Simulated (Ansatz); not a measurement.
ScSi$_{2}$

```xyz
3
Lattice="3.6600 0.0000 0.0000 -1.8300 3.1697 0.0000 0.0000 0.0000 3.8700" Properties=species:S:1:pos:R:3 pbc="T T T"
Sc    0.0000    0.0000    0.0000
Si    0.0000    2.1131    1.9350
Si    1.8300    1.0566    1.9350
```

Atom numbers follow the list: Sc1, Si2, Si3.

The cell comes from COD entry 1538810, which wasn't checked; take it as a given geometry.

Spin polarisation is left out, and whether a magnetic state lies lower isn't shown here.

All numbers below come from DFT, PBEsol, all-electron LAPW, scalar-relativistic in Ansatz 0.2.0.

Settings: a Γ-centred 13×13×11 k mesh, Fermi–Dirac smearing of 0.05 eV, basis error target 1 meV/atom, no spin polarisation.

```json
{"Stress xx, yy, zz (compression positive)": "33.91, 33.91, -2.82 GPa", "Löwdin charges (with 0.22 e of the cell spilling out of the atomic basis, so their sizes and signs hang on that basis)": "Sc1 0.52, Si2 -0.15 e", "Pressure at this cell": "21.7 GPa", "Volume per atom": "14.97 Å³"}
```

(1) Predict this quantity. Band gap.

(2) Density of states at the Fermi level (0.2 eV bin): what does the calculation give?

Answers

(1) none: with an odd electron count and no spin polarisation the bands can't all be full, a metal in this set-up (in compounds, spin order or a distortion in a larger cell can open a gap).

(2) 1.76 states/eV per cell.
